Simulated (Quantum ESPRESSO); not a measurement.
## Band energies of SnO

```
CELL_PARAMETERS angstrom
      3.83164     0.00000     0.00000
      0.00000     3.83164     0.00000
      0.00000     0.00000     4.74022
ATOMIC_POSITIONS crystal
  O  0.50000 0.50000 0.00000
  O  0.00000 0.00000 0.00000
  Sn 0.00000 0.50000 0.24486
  Sn 0.50000 0.00000 0.75514
```

norm-conserving PBEsol (Quantum ESPRESSO, 84 Ry, with spin-orbit coupling); path ΓXMΓZRAZ,XR,MA; energies in eV from the Fermi level.

```
k (1/Å)  point  band 40  band 41  band 42  band 43  band 44  band 45  band 46  band 47
-------  -----  -------  -------  -------  -------  -------  -------  -------  -------
0.00         Γ    -0.02     2.13     2.13     4.33     4.33     4.54     4.54     4.61
0.35              -0.28     2.78     2.78     3.24     3.24     4.75     4.75     4.92
0.70              -2.11     3.03     3.03     3.46     3.46     5.40     5.40     5.74
0.82         X    -2.71     3.25     3.25     3.25     3.25     5.66     5.66     5.66
1.05              -2.58     2.76     2.76     2.77     2.77     4.90     4.90     5.25
1.41              -2.16     0.70     0.70     0.78     0.78     4.53     4.53     4.62
1.64         M    -1.87    -0.10    -0.10    -0.10    -0.10     4.45     4.45     4.45
1.75              -1.81     0.00     0.00     0.21     0.21     4.45     4.45     4.51
2.06              -1.16     1.04     1.04     2.25     2.25     4.31     4.31     4.99
2.38              -0.27     2.53     2.53     3.48     3.48     3.79     3.79     4.47
2.69              -0.01     2.25     2.25     4.08     4.08     4.29     4.29     4.85
2.80         Γ    -0.02     2.13     2.13     4.33     4.33     4.54     4.54     4.61
3.02              -0.21     1.79     1.79     3.59     3.59     3.94     3.94     4.53
3.35              -1.67     1.59     1.59     2.64     2.64     2.98     2.98     3.60
3.46         Z    -2.10     1.61     1.61     2.58     2.58     2.91     2.91     3.49
3.67              -1.97     1.68     1.68     2.04     2.04     2.92     2.92     4.62
3.97              -1.44     1.44     1.44     3.16     3.16     3.76     3.76     6.09
4.28         R    -1.68     2.66     2.66     2.66     2.66     5.17     5.17     5.17
4.59              -1.91     2.79     2.79     2.80     2.80     3.90     3.90     4.03
4.90              -2.52     2.44     2.44     2.44     2.44     3.82     3.82     3.92
5.10         A    -2.39     2.27     2.27     2.27     2.27     4.19     4.19     4.19
5.19              -2.40     2.28     2.28     2.33     2.33     3.98     3.98     4.26
5.46              -2.17     2.35     2.35     2.63     2.63     3.19     3.19     5.04
5.73              -1.81     1.49     1.49     2.56     2.56     3.51     3.51     5.60
5.99              -1.85     1.53     1.53     2.25     2.25     2.72     2.72     5.19
6.26         Z    -2.10     1.61     1.61     2.58     2.58     2.91     2.91     3.49
6.26         X    -2.71     3.25     3.25     3.25     3.25     5.66     5.66     5.66
6.48              -2.41     3.09     3.09     3.09     3.09     5.53     5.53     5.53
6.81              -1.74     2.70     2.70     2.70     2.70     5.20     5.20     5.20
6.92         R    -1.68     2.66     2.66     2.66     2.66     5.17     5.17     5.17
6.92         M    -1.87    -0.10    -0.10    -0.10    -0.10     4.45     4.45     4.45
7.02              -1.92    -0.01    -0.01    -0.01    -0.01     4.52     4.52     4.52
7.30              -2.39     1.07     1.07     1.07     1.07     5.19     5.19     5.19
7.59         A    -2.39     2.27     2.27     2.27     2.27     4.19     4.19     4.19
```

At this level the gap is closed or nearly so: along the path the highest valence and lowest conduction bands touch, or overlap by less than 0.6 eV, a zero-gap or semimetallic result; the valence top lies at 14 % of the way from Γ to X, the conduction bottom at M, 0.09 eV lower. Semilocal functionals close the gaps of some narrow-gap semiconductors, so this alone doesn't show that the compound has none.

Geometry relaxed with PBE+D3(BJ).
